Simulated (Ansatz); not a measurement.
Given:

MnO2:
```
CELL_PARAMETERS angstrom
      6.73937     1.42792     0.00000
     -6.73937     1.42792     0.00000
     -0.27590     0.00000     4.51736
ATOMIC_POSITIONS crystal
  Mn 0.00000 0.00000 0.00000
  Mn 0.65890 0.34110 0.52915
  Mn 0.34110 0.65890 0.47085
  O  0.43243 0.56757 0.16820
  O  0.56757 0.43243 0.83180
  O  0.90537 0.09463 0.67105
  O  0.09463 0.90537 0.32895
  O  0.76822 0.23178 0.28489
  O  0.23178 0.76822 0.71511
```
The run is spin-polarised; directions of the spins, atom by atom: ↑ ↑ ↑ 0 0 0 0 0 0.

This is the r²SCAN-relaxed structure. x, y and z are the axes in which the lattice vectors are written.

Q: All from DFT-r²SCAN in the program Ansatz with PAW potentials, unless another level is named. Give the electron effective mass.

A: 2.2, 2.6, 3.0 mₑ (principal values).

Q: Next, the band gap?

A: 1.14 eV (indirect).

Q: Predict the hole effective mass.

A: 1.6, 4.2, 7.5 mₑ (principal values).

Q: Give the valence-band maximum.

A: off the standard path, at k = (0.448, -0.448, -0.417) in fractions of the reciprocal vectors.

Space group C2/m. The workflow started from an entry of the Crystallography Open Database (COD), which files this formula under 4 space groups. It is not the phase usual at ambient conditions (space group No. 136). Symmetry was held in the r²SCAN relaxation; its stability against distortions is not shown here. The final state is ferromagnetic, the only order run, not a proven ground state. The program gave a warning on the electronic state, which may not be the lowest. No Hubbard U is applied.

Potentials: the later of the program's two PAW sets.
